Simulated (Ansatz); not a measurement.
Method: DFT PBE, scalar-relativistic, plane waves, PAW in Ansatz 0.2.0. All cells share a 420 eV cutoff and Γ-centred k meshes spaced at most about 0.3 Å⁻¹ (about 0.25 or finer for metals, 2π included). No spin polarisation in the final relaxations.

All energies are static (0 K, no zero-point motion).

Compare these two cells of CdHg3Se4, each relaxed at this level.

A. Space group Amm2 (No. 38), orthorhombic, a = 4.421 Å, b = 8.833 Å, c = 12.470 Å. Around Cd lie 4 Se at 2.69 Å; Hg on a site of symmetry m has 4 Se at 2.71 Å; Hg on a site of symmetry mm2 is surrounded by 4 Se at 2.71 Å; around Se on a site of symmetry mm2 lie 4 Hg at 2.71 Å; Se on a second site of symmetry mm2 has 2 Cd at 2.69 Å and 2 Hg at 2.71 Å; 1 more site not described.

B. Space group I-42m (No. 121), tetragonal, a = 6.244 Å, c = 12.491 Å. Around Cd lie 4 Se at 2.69 Å; Hg on a site of symmetry -42m has 4 Se at 2.71 Å; Hg on a site of symmetry -4 is surrounded by 4 Se at 2.71 Å; Se has 1 Cd at 2.69 Å and 3 Hg at 2.71 Å.

Problem. Which placement of the atoms is lower in energy, and by how much?

Solution. They are level within the accuracy (under 1 meV/atom apart). The two share one framework of sites and differ in which element sits where. A has Cd and Hg ordered on zinc blende sites, space group Amm2 (No. 38), 30.4 Å³/atom and no gap on its mesh; B has Cd and Hg ordered on zinc blende sites, space group I-42m (No. 121), 30.4 Å³/atom and no gap. Counting Se atoms around Cd and Hg (those within 1.25 times the shortest such distance or 1.15 times the sum of covalent radii), A and B both have Cd 4, Hg 4. Both come from invented guesses.

These runs have no spin–orbit coupling, which can matter for Hg. Cells relaxed within their symmetry can be saddle points.
